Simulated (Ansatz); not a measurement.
Consider the following.

FeS₂:
```cif
data_Fe4S8
_chemical_formula_sum 'Fe4 S8'
_space_group_name_H-M_alt 'Pa-3'
_space_group_IT_number 205
_space_group_name_Hall '-P 2ac 2ab 3'
_cell_length_a 5.32370
_cell_length_b 5.32370
_cell_length_c 5.32370
_cell_angle_alpha 90.000
_cell_angle_beta 90.000
_cell_angle_gamma 90.000
loop_
_atom_site_label
_atom_site_type_symbol
_atom_site_symmetry_multiplicity
_atom_site_Wyckoff_symbol
_atom_site_fract_x
_atom_site_fract_y
_atom_site_fract_z
_atom_site_occupancy
Fe1 Fe 4 a 0.00000 0.00000 0.00000 1
S1 S 8 c 0.38169 0.38169 0.38169 1
```

This is the PBEsol-relaxed structure.

**Question.** All from the program Ansatz at the PBEsol level (PAW), unless another level is named. Give the bulk modulus (Birch–Murnaghan fit).

**Answer.** 183 GPa.

**Question.** Give the elastic constants (relaxed ions, GPa).

**Answer.** C11 = 458, C12 = 45.6, C44 = 125.

The PBEsol relaxation kept the symmetry of its start. The workflow began spin-polarised and lost its moments.

Potentials: the later of the program's two PAW sets.
